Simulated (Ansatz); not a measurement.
Relaxed-ion elastic tensor of Mg$_{4}$Te$_{3}$S in space group Pmm2 (No. 25; Pearson symbol oP8) in GPa (Voigt order), r²SCAN in the plane-wave PAW code Ansatz; density 3.47 g/cm³, 30.61 Å³ per atom.

```
66.6  22.7  34.8   0.0   0.0   0.0
22.7  69.0  36.0   0.0   0.0   0.0
34.8  36.0  50.3   0.0   0.0   0.0
 0.0   0.0   0.0  21.5   0.0   0.0
 0.0   0.0   0.0   0.0  21.4   0.0
 0.0   0.0   0.0   0.0   0.0   9.6
```

### Question
Is the crystal mechanically stable?

### Answer
Yes: the smallest eigenvalue of C is 9.6 GPa.

### Question
Work out the Voigt, Reuss and Hill averages.

### Answer
K_V = 41.4, K_R = 41.3, K_H = 41.4; G_V = 16.7, G_R = 13.8, G_H = 15.2 GPa.

### Question
Give Young's modulus, Poisson's ratio, Pugh's ratio and the universal anisotropy index.

### Answer
E = 9KG/(3K + G) = 40.7 GPa; ν = 0.34; K/G = 2.72 (ductile by the Pugh limit of 1.75); A_U = 5G_V/G_R + K_V/K_R − 6 = 1.05.

### Question
Estimate the sound speeds and the Debye temperature.

### Answer
v_l = √((K + 4G/3)/ρ) = 4210 m/s, v_t = √(G/ρ) = 2090 m/s, mean 2350 m/s; Θ = (h/k)(3n/4πV)^(1/3) v_m = 224 K.

### Question
Solve the Christoffel equation for the three sound speeds along x, y, z.

### Answer
Eigenvalues of C_ijkl n_j n_l equal ρv² (piezoelectric stiffening left out). In km/s, slowest first: x 1.67, 2.48, 4.38; y 1.67, 2.49, 4.46; z 2.48, 2.49, 3.81.

### Question
How much does each axis shrink under pressure?

### Answer
Linear compressibilities β_i = Σ_j S_ij (j = 1 to 3): x 7.6, y 7.0, z 9.6 per TPa.

The workflow started from a Materials Project entry (that database holds measured and hypothetical structures alike); the Crystallography Open Database copy checked does not list it. Its standing as an ambient phase is unchecked. The cell was relaxed with r²SCAN under the symmetry of its start; its stability against distortions is not shown here. Scalar-relativistic: spin–orbit coupling is off unless named, which matters more the heavier the elements.

Potentials: the later of the program's two PAW sets.
